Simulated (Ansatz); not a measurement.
MoN₂:
Space group R3m, hexagonal axes (No. 160); a = 2.9675 Å, b = 2.9675 Å, c = 14.2350 Å, α = 90.00°, β = 90.00°, γ = 120.00°

| atom | site | symmetry | x | y | z |
|---|---|---|---|---|---|
| Mo | 3a | 3m | 0.0000 | 0.0000 | 0.0002 |
| N | 3a | 3m | 0.0000 | 0.0000 | 0.5896 |
| N | 3a | 3m | 0.0000 | 0.0000 | 0.7441 |
(The calculation used a cell of 3 atoms; values per cell refer to that cell.)
The run is spin-polarised.

Relaxed at zero pressure with DFT-r²SCAN+D4 in the program Ansatz with PAW potentials.

**Question.** The volume is lowered by 6 % and shape and atoms relax at that volume. What pressure results, and how do the axes share the change?

**Answer.** 3.6 GPa; a -0.4 %, b -0.4 %, c -5.3 %; the energy rises by 7 meV/atom.

**Question.** Give the new structure.

**Answer.** 
Space group R3m, hexagonal axes (No. 160); a = b = 2.9564 Å, c = 13.4820 Å, α = β = 90.00°, γ = 120.00°

| atom | site | symmetry | x | y | z |
|---|---|---|---|---|---|
| Mo | 3a | 3m | 0.0000 | 0.0000 | 0.0002 |
| N | 3a | 3m | 0.0000 | 0.0000 | 0.5854 |
| N | 3a | 3m | 0.0000 | 0.0000 | 0.7484 |

The phase is kept; no other phase was compared at this pressure.

The start of the workflow was typed in or built on a structure type; neither database checked (COD, Materials Project) lists it. Its standing as an ambient phase is unchecked. Symmetry was held in the r²SCAN+D4 relaxation; its stability against distortions is not shown here. Spin order of the final state: ferromagnetic, chosen from 2 collinear starts compared on coarse meshes (ties went to the first, and starts can fall back to one state), not a proven ground state. Its formation energy is positive at this level, so the cell may be metastable or incomplete. Other orbital occupations within this spin state were not tried. No Hubbard U is applied.

Potentials: the earlier of the program's two PAW sets.
